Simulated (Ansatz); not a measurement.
HfN (rock salt, Fm-3m) under volume change, PBE in the plane-wave PAW code Ansatz, scaled uniformly.

| V (Å³/atom) | E − E(relaxed) (meV/atom) | P (GPa) |
|---|---|---|
| 10.700 | 92.0 | 30.31 |
| 11.053 | ? | ? |
| 11.406 | ? | ? |
| 11.758 | 0.0 | -0.03 |
| 12.111 | 8.3 | -7.33 |
| 12.464 | 31.5 | -13.57 |
| 12.817 | 67.4 | -18.89 |

**Question.** Some entries are withheld; supply them.

**Answer.** 
- 11.406, E − E(relaxed) (meV/atom): 9.1
- 11.406, P (GPa): 8.52
- 11.053, E − E(relaxed) (meV/atom): 38.6
- 11.053, P (GPa): 18.55

**Question.** What does a third-order Birch–Murnaghan fit give for V₀, B₀ and B′?

**Answer.** V₀ = 11.76 Å³/atom, B₀ = 263 GPa, B′ = 4.3.

Symmetry was held in the PBE relaxation. The run is not spin-polarised. Scalar-relativistic: spin–orbit coupling is off unless named, which matters more the heavier the elements.

Potentials: the later of the program's two PAW sets.
